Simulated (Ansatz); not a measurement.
Relaxed PdSb$_{2}$ (space group Pa-3):

```xyz
12
Lattice="6.4161 0.0000 0.0000 0.0000 6.4161 0.0000 0.0000 0.0000 6.4161" Properties=species:S:1:pos:R:3 pbc="T T T"
Sb     2.3924     2.3924     2.3924
Sb     4.0237     4.0237     4.0237
Sb     0.8157     4.0237     5.6004
Sb     5.6004     2.3924     0.8157
Sb     5.6004     0.8157     4.0237
Sb     0.8157     5.6004     2.3924
Sb     4.0237     5.6004     0.8157
Sb     2.3924     0.8157     5.6004
Pd     0.0000     0.0000     0.0000
Pd     3.2081     0.0000     3.2081
Pd     3.2081     3.2081     0.0000
Pd     0.0000     3.2081     3.2081
```

The atoms are displaced by Q × the pattern below (from a DFPT mode at Γ, largest move 1; Q in Å), at fixed cell. It is one choice among 2 degenerate patterns.

| atom | x | y | z |
|---|---|---|---|
| Sb1 | -0.345 | -0.371 | 0.716 |
| Sb2 | -0.345 | -0.371 | 0.716 |
| Sb3 | 0.345 | 0.371 | 0.716 |
| Sb4 | 0.345 | 0.371 | 0.716 |
| Sb5 | -0.345 | 0.371 | -0.716 |
| Sb6 | -0.345 | 0.371 | -0.716 |
| Sb7 | 0.345 | -0.371 | -0.716 |
| Sb8 | 0.345 | -0.371 | -0.716 |
| Pd9 | 0.076 | 0.666 | -0.742 |
| Pd10 | -0.076 | -0.666 | -0.742 |
| Pd11 | 0.076 | -0.666 | 0.742 |
| Pd12 | -0.076 | 0.666 | 0.742 |

The numbers are results of LDA (plane waves to 420 eV, PAW, scalar-relativistic; Ansatz, an electronic-structure program), not measurements. k mesh 6×6×6 (Γ-centred), Fermi-Dirac smearing 0.05 eV. Energies are smeared free energies. With partly filled bands, energies and forces of such displacements shift with the k mesh and the smearing. PdSb2 is run without spin polarisation. PdSb2 was relaxed with its symmetry unable to fall. Spin-orbit coupling is left out, though Sb is heavy. The zero of ΔE is the undisplaced structure.

| Q (Å) | ΔE (meV/cell) | −dE/dQ from forces (eV/Å) |
|---|---|---|
| -0.180 | … | 4.754 |
| -0.150 | 323 | 4.107 |
| -0.120 | … | 3.397 |
| -0.090 | 120 | 2.617 |
| -0.060 | 54 | 1.776 |
| -0.030 | 13 | 0.898 |
| 0.000 | 0 | 0.000 |
| 0.030 | 13 | -0.898 |
| 0.060 | 54 | -1.776 |
| 0.090 | 120 | -2.617 |
| 0.120 | … | -3.397 |
| 0.150 | 323 | -4.107 |
| 0.180 | … | -4.754 |

### Question
What belongs in the gaps?

### Answer

- -0.180, ΔE (meV/cell): 456
- -0.120, ΔE (meV/cell): 210
- 0.120, ΔE (meV/cell): 210
- 0.180, ΔE (meV/cell): 456

(A displaced cell: forces are minus the slopes of the energy, force constants its curvatures, and phonons follow from these.)
